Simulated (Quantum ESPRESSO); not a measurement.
```
AlN
1.0
    3.11313     0.00000     0.00000
   -1.55656     2.69605     0.00000
    0.00000     0.00000     4.98281
N Al
2 2
Direct
  0.66667   0.33333   0.88097
  0.33333   0.66667   0.38097
  0.66667   0.33333   0.49903
  0.33333   0.66667   0.99903
```

Cell and atoms were relaxed with PBEsol from Materials Project entry mp-661, within its symmetry.

**Question.** What does PBEsol (Quantum ESPRESSO, PseudoDojo norm-conserving, 84 Ry, no spin-orbit coupling) give for the electronic structure near the Fermi level?

**Answer.** The PBEsol gap is direct, 4.10 eV at Γ.
